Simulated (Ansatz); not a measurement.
One element of this relaxed crystal is hidden as X:

```
cell (Å)
  1.788 -1.033 5.184
  0.000 2.065 5.184
  -1.788 -1.033 5.184
  X 0.0000 0.0000 0.0000
  Al 0.2324 0.2324 0.2324
  Al 0.7676 0.7676 0.7676
```

All-electron LAPW in Ansatz 0.2.0 under PBEsol, scalar-relativistic and without spin polarisation, finds it within 0.02 GPa of zero pressure, with a formation energy of 0.04 eV/atom from the elements, no gap and, on PAW files, a Bader charge of -1.88 e on X. The structure needn't be the ground state.

Which element is X?

As, which makes the crystal Al₂As. This is the case that was computed; others weren't tested.
